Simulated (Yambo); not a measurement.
G0W0@PBEsol for KMgH3 (cubic perovskite, space group Pm-3m, No. 221) in Yambo (4×4×4 mesh, 8 Ry block, plasmon pole, screening fixed), without a terminator:

```csv
bands N in G,gap X → R (eV),shift of the valence edge (eV)
42,4.502,-1.124
73,4.583,-1.366
115,4.621,-1.462
```

Question: Extrapolate both columns to infinite N with E(N) = E∞ + A/N, test the form, and compare with the terminator.

Answer: From two points, E∞ = (N2 E2 − N1 E1)/(N2 − N1). The two largest N give 4.69 eV for the gap and -1.63 eV for the shift; the two smallest give 4.69 eV and -1.69 eV. For the gap the slopes A are -8.0 and -7.6 eV: the 1/N form holds. For the shift the slopes A are 24 and 19 eV: the form isn't reached, and its limit is uncertain. With the Bruneval-Gonze terminator and 115 bands the run gives 4.64 eV and -1.51 eV, 0.05 eV and 0.12 eV from the extrapolated values: the terminator too is an estimate of the remainder. Block, mesh and the bands in W are held fixed.

Geometry of the Materials Project entry, not relaxed at this level; primitive cell a = b = c = 3.988 Å, α = β = γ = 90.00°.

A shift is the quasiparticle energy of the state minus its PBEsol energy.
